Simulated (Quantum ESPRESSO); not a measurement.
**Band energies of TiS**

```
CELL_PARAMETERS angstrom
      3.26717     0.00000     0.00000
     -1.63358     2.82945     0.00000
      0.00000     0.00000     3.21706
ATOMIC_POSITIONS crystal
  S  0.00000 0.00000 0.50000
  Ti 0.66667 0.33333 0.00000
```

PBEsol (Quantum ESPRESSO, PseudoDojo norm-conserving, 84 Ry, without SOC); path ΓMKΓALHA,LM,KH; energies in eV from the Fermi level.

| k (1/Å) | point | band 5 | band 6 | band 7 | band 8 | band 9 | band 10 | band 11 | band 12 |
|---|---|---|---|---|---|---|---|---|---|
| 0.00 | Γ | -15.72 | -3.13 | -3.13 | -2.71 | -2.14 | 1.31 | 1.31 | 2.64 |
| 0.44 |  | -15.23 | -4.91 | -3.14 | -3.06 | -1.65 | 1.13 | 1.68 | 2.07 |
| 1.00 |  | -14.05 | -7.39 | -3.70 | -3.00 | -1.81 | 0.84 | 2.16 | 2.17 |
| 1.11 | M | -14.00 | -7.49 | -3.72 | -3.00 | -1.84 | 0.83 | 2.16 | 2.26 |
| 1.54 |  | -13.83 | -6.95 | -5.13 | -3.68 | -0.09 | 0.19 | 1.36 | 1.73 |
| 1.75 | K | -13.76 | -6.53 | -5.89 | -3.67 | 0.04 | 0.59 | 1.14 | 1.28 |
| 1.97 |  | -13.87 | -6.76 | -5.27 | -3.66 | 0.12 | 0.17 | 0.93 | 1.92 |
| 2.50 |  | -15.03 | -5.31 | -3.33 | -3.26 | -1.41 | 0.98 | 1.42 | 2.29 |
| 3.03 | Γ | -15.72 | -3.13 | -3.13 | -2.71 | -2.14 | 1.31 | 1.31 | 2.64 |
| 3.47 |  | -15.22 | -5.57 | -2.89 | -2.89 | -0.08 | 0.30 | 0.30 | 2.88 |
| 4.01 | A | -14.29 | -7.92 | -2.59 | -2.59 | -0.05 | -0.05 | 1.73 | 1.86 |
| 4.51 |  | -14.00 | -7.24 | -4.28 | -3.44 | -0.69 | 0.67 | 1.78 | 2.04 |
| 4.92 |  | -13.59 | -6.46 | -5.95 | -4.12 | -0.73 | 1.80 | 2.26 | 2.28 |
| 5.12 | L | -13.51 | -6.33 | -6.20 | -4.21 | -0.63 | 2.03 | 2.28 | 2.41 |
| 5.44 |  | -13.45 | -6.29 | -6.25 | -4.51 | -0.44 | 2.21 | 2.35 | 2.48 |
| 5.76 | H | -13.37 | -6.43 | -6.16 | -4.76 | -0.14 | 2.11 | 2.36 | 3.29 |
| 5.96 |  | -13.42 | -6.30 | -6.22 | -4.66 | -0.34 | 2.17 | 2.32 | 2.74 |
| 6.35 |  | -13.79 | -6.82 | -5.11 | -3.99 | -0.82 | 1.27 | 1.95 | 2.16 |
| 6.85 |  | -14.24 | -7.80 | -2.91 | -2.78 | -0.20 | 0.07 | 1.78 | 1.80 |
| 7.04 | A | -14.29 | -7.92 | -2.59 | -2.59 | -0.05 | -0.05 | 1.73 | 1.86 |
| 7.04 | L | -13.51 | -6.33 | -6.20 | -4.21 | -0.63 | 2.03 | 2.28 | 2.41 |
| 7.24 |  | -13.56 | -6.55 | -5.91 | -4.12 | -0.62 | 1.80 | 2.00 | 2.74 |
| 7.63 |  | -13.84 | -7.17 | -4.70 | -3.51 | -1.13 | 1.53 | 1.64 | 2.45 |
| 8.02 | M | -14.00 | -7.49 | -3.72 | -3.00 | -1.84 | 0.83 | 2.16 | 2.26 |
| 8.02 | K | -13.76 | -6.53 | -5.89 | -3.67 | 0.04 | 0.59 | 1.14 | 1.28 |
| 8.51 |  | -13.57 | -6.16 | -5.74 | -5.09 | -0.29 | 1.58 | 2.00 | 2.14 |
| 9.00 | H | -13.37 | -6.43 | -6.16 | -4.76 | -0.14 | 2.11 | 2.36 | 3.29 |

At this level the gap is closed or nearly so: along the path the highest valence and lowest conduction bands touch, or overlap by less than 0.6 eV, a zero-gap or semimetallic result; the valence top lies at 17 % of the way from K to Γ, the conduction bottom at 78 % of the way from Γ to A, 0.20 eV lower. Semilocal functionals close the gaps of some narrow-gap semiconductors, so this alone doesn't show that the compound has none.

Geometry of the Materials Project entry, not relaxed at this level.

The structure is a Materials Project entry; no match was found in the copy of COD used, and its stability was not checked.
